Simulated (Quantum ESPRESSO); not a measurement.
# Where does C sit best among Si sites?

Calculated results; nothing here was measured. They come from pw.x of Quantum ESPRESSO 7.5, a plane-wave density functional program, with PseudoDojo standard norm-conserving files (v0.5 for PBE, v0.4.1 for LDA and PBEsol). The cells are made up: elements, strain and atom displacements were drawn at random, and nothing was relaxed. There is no spin polarisation, spin-orbit coupling or dispersion term.

The cell has 8 sites of a zincblende or diamond lattice. Sites 1 to 4 hold Ge Ge Ga Ge; sites 5 to 8 hold X X X X. Cell vectors in Å: (5.608, -0.034, 0.010); (-0.034, 5.598, 0.029); (0.010, 0.029, 5.676). Settings: PBE, cutoff 1116 eV, 6 x 6 x 6 k mesh shifted by half a step, Fermi-Dirac smearing of 0.1 eV.

In each run one of the sites marked X holds C and the others hold Si; cell and positions stay the same. E is the free energy of the cell.

```
site of the guest,first shell,mean distance (Å),E above the lowest (eV),P (GPa),force on the guest (eV/Å)
5,GaGe3,2.425,0.419,-5.32,0.533
6,GaGe3,2.365,0.000,-6.31,0.228
7,GaGe3,2.505,0.894,-4.16,0.369
8,GaGe3,2.464,0.678,-4.75,0.053
```

A rerun of one of these cells at 1377 eV and k mesh 8 x 8 x 8 moved values by no more than 0.002 eV in the cell's energy, 0.02 GPa in stress and 0.010 eV/Å in force.

## Reading the table

Site 6 is lowest, by 0.419 eV, over three times the rerun's bound. A straight line of energy against the mean distance has a slope of 6.4 ± 0.3 eV/Å, so the guest costs less on the tighter sites. The positions are random and not relaxed, so the differences hold for this frozen cell and are not site preferences of a real crystal.